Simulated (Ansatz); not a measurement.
Input, command and steps of an Ansatz relaxation.

```yaml
crystal:
  lattice:
    - [4.9744493244, 0.0, 0.0]
    - [0.0, 4.9744493244, 0.0]
    - [0.0, 0.0, 4.9744493244]
  atoms:
    - { symbol: K, position: [0.0, 0.5, 0.5] }
    - { symbol: K, position: [0.5, 0.0, 0.5] }
    - { symbol: K, position: [0.5, 0.5, 0.0] }
    - { symbol: W, position: [0.0, 0.0, 0.0] }
basis:
  ecutwfc: 420
kpoints:
  mp_grid: { grid: [4, 4, 4] }
hamiltonian:
  xc: pbe
scf:
  occupations: { method: gaussian, width: 0.1 }
  lower_state_search: "off"
output:
  forces: true
  stress: true
  eigenvalues: true
relax:
  adjacent_minimum: "off"
  f_tol: 0.04
  max_steps: 70
  cell: { stress_tol: 0.4 }
```

```bash
ansatz run input.yaml --threads 1 --pin off --max-ram 2560MiB --backend cpu --events-out ev --progress --plain --runs-dir out
```

The calculation used DFT PBE, scalar-relativistic, plane waves, PAW (Ansatz 0.2.0).

Of 5 frames 5 are shown, positions in Å and forces in eV/Å; the SCF threshold varies from step to step. Steps run on the plane waves of an earlier cell, with a Pulay correction in the pressure. The basis is chosen afresh for the last frame, the zero of the energies, and at times for earlier ones too; energy and pressure step there, also at an unchanged geometry.

```xyz
4
Lattice="4.9744 0.0000 0.0000 0.0000 4.9744 0.0000 0.0000 0.0000 4.9744" Properties=species:S:1:pos:R:3:forces:R:3 pbc="T T T" step=1 free_energy_over_end_meV_per_atom=118.24 pressure_GPa=4.74
K     0.0000    2.4872    2.4872    0.0000    0.0000    0.0000
K     2.4872    0.0000    2.4872    0.0000    0.0000    0.0000
K     2.4872    2.4872    0.0000    0.0000    0.0000    0.0000
W     0.0000    0.0000    0.0000    0.0000    0.0000    0.0000
4
Lattice="5.1847 0.0000 0.0000 0.0000 5.1847 0.0000 0.0000 0.0000 5.1847" Properties=species:S:1:pos:R:3:forces:R:3 pbc="T T T" step=2 free_energy_over_end_meV_per_atom=34.12 pressure_GPa=2.11
K     0.0000    2.5923    2.5923    0.0000    0.0000    0.0000
K     2.5923    0.0000    2.5923    0.0000    0.0000    0.0000
K     2.5923    2.5923    0.0000    0.0000    0.0000    0.0000
W     0.0000    0.0000    0.0000    0.0000    0.0000    0.0000
4
Lattice="5.3824 0.0000 0.0000 0.0000 5.3824 0.0000 0.0000 0.0000 5.3824" Properties=species:S:1:pos:R:3:forces:R:3 pbc="T T T" step=3 free_energy_over_end_meV_per_atom=2.75 pressure_GPa=0.45
K     0.0000    2.6912    2.6912    0.0000    0.0000    0.0000
K     2.6912    0.0000    2.6912    0.0000    0.0000    0.0000
K     2.6912    2.6912    0.0000    0.0000    0.0000    0.0000
W     0.0000    0.0000    0.0000    0.0000    0.0000    0.0000
4
Lattice="5.4421 0.0000 0.0000 0.0000 5.4421 0.0000 0.0000 0.0000 5.4421" Properties=species:S:1:pos:R:3:forces:R:3 pbc="T T T" step=4 free_energy_over_end_meV_per_atom=0.71 pressure_GPa=0.06
K     0.0000    2.7210    2.7210    0.0000    0.0000    0.0000
K     2.7210    0.0000    2.7210    0.0000    0.0000    0.0000
K     2.7210    2.7210    0.0000    0.0000    0.0000    0.0000
W     0.0000    0.0000    0.0000    0.0000    0.0000    0.0000
4
Lattice="5.4421 0.0000 0.0000 0.0000 5.4421 0.0000 0.0000 0.0000 5.4421" Properties=species:S:1:pos:R:3:forces:R:3 pbc="T T T" step=5 free_energy_over_end_meV_per_atom=0.00 pressure_GPa=0.10
K     0.0000    2.7210    2.7210    0.0000    0.0000    0.0000
K     2.7210    0.0000    2.7210    0.0000    0.0000    0.0000
K     2.7210    2.7210    0.0000    0.0000    0.0000    0.0000
W     0.0000    0.0000    0.0000    0.0000    0.0000    0.0000
```

The start puts this composition into another compound's structure type, which needn't suit it. The cell swells from 30.8 to 40.3 Å³ an atom, so the end can be far from any stable crystal. At the end the space group is Pm-3m (tolerance 0.05 Å).

Time: 12 s on 1 thread of Arm Neoverse V1 (shared host), peak memory 0.38 GiB.

The k mesh is coarse. Spin–orbit coupling is left out, which can shift energies with elements as heavy as these.